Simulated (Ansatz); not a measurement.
# Where the states of Bi lie

```
Bi
1.0
     2.27300    1.31232    3.95400
    -2.27300    1.31232    3.95400
     0.00000   -2.62463    3.95400
Bi
2
Direct
  0.23389 0.23389 0.23389
  0.76611 0.76611 0.76611
```

The conventional cell has a = 4.546 Å, b = 4.546 Å, c = 11.862 Å, α = 90.00°, β = 90.00°, γ = 120.00°. Bi (atom 1) is surrounded by 6 Bi at 3.07 to 3.53 Å.

Structure: COD 9009658, as refined from experiment and not relaxed.

Spin–orbit coupling is left out, though it moves levels of the heavy atoms by tenths of an eV or more.

Theory: Ansatz 0.2.0, DFT, LDA, all-electron LAPW, scalar-relativistic.

The runs use a Γ-centred 11×11×11 k mesh, Fermi–Dirac smearing of 0.03 eV, basis error target 0.25 meV/atom, no spin polarisation.

States per eV and cell, averaged over 0.4 eV, from -13.0 to 5.6 eV, with energies (bin centres) from the Fermi level; empty bins are left out. 

```json
{"E (eV)": "-12.9", "total": "0.21"}
{"E (eV)": "-12.5", "total": "0.50"}
{"E (eV)": "-12.1", "total": "0.76"}
{"E (eV)": "-11.7", "total": "1.11"}
{"E (eV)": "-11.3", "total": "1.67"}
{"E (eV)": "-10.9", "total": "0.74"}
{"E (eV)": "-10.5", "total": "0.40"}
{"E (eV)": "-10.1", "total": "1.29"}
{"E (eV)": "-9.7", "total": "1.51"}
{"E (eV)": "-9.3", "total": "0.81"}
{"E (eV)": "-8.9", "total": "0.47"}
{"E (eV)": "-8.5", "total": "0.29"}
{"E (eV)": "-8.1", "total": "0.17"}
{"E (eV)": "-7.7", "total": "0.05"}
{"E (eV)": "-4.5", "total": "0.27"}
{"E (eV)": "-4.1", "total": "0.81"}
{"E (eV)": "-3.7", "total": "0.94"}
{"E (eV)": "-3.3", "total": "1.18"}
{"E (eV)": "-2.9", "total": "1.64"}
{"E (eV)": "-2.5", "total": "1.78"}
{"E (eV)": "-2.1", "total": "1.75"}
{"E (eV)": "-1.7", "total": "1.81"}
{"E (eV)": "-1.3", "total": "1.79"}
{"E (eV)": "-0.9", "total": "1.71"}
{"E (eV)": "-0.5", "total": "1.17"}
{"E (eV)": "-0.1", "total": "0.16"}
{"E (eV)": "0.3", "total": "0.15"}
{"E (eV)": "0.7", "total": "1.28"}
{"E (eV)": "1.1", "total": "1.54"}
{"E (eV)": "1.5", "total": "1.27"}
{"E (eV)": "1.9", "total": "1.27"}
{"E (eV)": "2.3", "total": "1.35"}
{"E (eV)": "2.7", "total": "1.72"}
{"E (eV)": "3.1", "total": "1.22"}
{"E (eV)": "3.5", "total": "1.33"}
{"E (eV)": "3.9", "total": "1.35"}
{"E (eV)": "4.3", "total": "0.96"}
{"E (eV)": "4.7", "total": "1.58"}
{"E (eV)": "5.1", "total": "1.89"}
{"E (eV)": "5.5", "total": "1.29"}
```
